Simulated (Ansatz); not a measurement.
SrTl, DFT, LDA, all-electron LAPW, scalar-relativistic (Ansatz 0.2.0), run on 1 thread of Intel(R) Xeon(R) Platinum 8375C CPU @ 2.90GHz (Ice Lake) on a shared host.

The cell is COD entry 1540774, as deposited and not checked against the literature; nothing was relaxed. It is an old determination, and later ones may differ. The listed cell was then made from it by scaling, straining or moving an atom.

Command: `ansatz run input.yaml --threads 1 --pin off --max-ram 3072MiB --backend cpu --events-out ev --progress --plain --runs-dir out`

```yaml
crystal:
  lattice:
    - [3.9775068335, 0.0, 0.0]
    - [0.0, 3.9775068335, 0.0]
    - [0.0, 0.0, 3.9775068335]
  atoms:
    - { symbol: Sr, position: [0.0, 0.0, 0.0] }
    - { symbol: Tl, position: [0.5, 0.5, 0.5] }
kpoints:
  mp_grid: { grid: [8, 8, 8] }
  band_path:
    path:
      - [0.0, 0.0, 0.0]
      - [0.0, 0.5, 0.0]
      - [0.5, 0.5, 0.0]
      - [0.0, 0.0, 0.0]
      - [0.5, 0.5, 0.5]
      - [0.0, 0.5, 0.0]
      - [0.5, 0.5, 0.5]
      - [0.5, 0.5, 0.0]
    npoints: 5
scf:
  occupations: { method: fermi_dirac, width: 0.05 }
hamiltonian:
  xc: lda
  pseudopotentials: { kind: all_electron, lapw: { basis_error: 0.0005 } }
output:
  forces: true
  stress: true
  eigenvalues: true
```

Question: How large is the problem that the program sets up?

Answer: 35 irreducible k-points, 257 plane waves at Γ, 37 bands.

Question: Estimate the wall time and the peak memory.

Answer: 12 s of wall time for 9 SCF iterations, with a peak of 0.35 GiB. Times on shared machines scatter by tens of per cent.
